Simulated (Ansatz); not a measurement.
Data:

Sc3Al:
```
CELL_PARAMETERS angstrom
      4.42610     0.00000     0.00000
      0.00000     4.42610     0.00000
      0.00000     0.00000     4.42610
ATOMIC_POSITIONS crystal
  Sc 0.50000 0.00000 0.50000
  Sc 0.00000 0.50000 0.50000
  Sc 0.50000 0.50000 0.00000
  Al 0.00000 0.00000 0.00000
```

This is the r²SCAN-relaxed structure.

All from DFT-r²SCAN in the program Ansatz with PAW potentials, unless another level is named. Predict the Hill bulk and shear moduli.

65.7 and 43.7 GPa.

Next, the elastic constants (relaxed ions, GPa)?

C11 = 106, C12 = 45.4, C44 = 55.8.

Space group Pm-3m (Cu3Au type). The workflow started from a Materials Project entry (that database holds measured and hypothetical structures alike); the Crystallography Open Database copy checked does not list it. Its standing as an ambient phase is unchecked. Symmetry was held in the r²SCAN relaxation; its stability against distortions is not shown here. No spin polarisation was allowed. As this level gives no gap, shear constants depend on the k-mesh and smearing (Fermi–Dirac, 0.1 eV here).

Potentials: the later of the program's two PAW sets.
